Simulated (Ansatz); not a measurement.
Question: Ru (hcp (Mg type), P6_3/mmc) is relaxed with plane-wave PAW PBE+D3(BJ) (Ansatz code). What lattice parameters of the conventional cell result?

Answer: a = 2.698 Å, c = 4.265 Å.

The PBE+D3(BJ) relaxation kept the symmetry of its start. No spin polarisation was allowed. The pairwise dispersion correction was not fitted to metals. Axis ratios of metals converge slowly with the k-mesh, so a and c are less sure than the volume.

Potentials: the later of the program's two PAW sets.
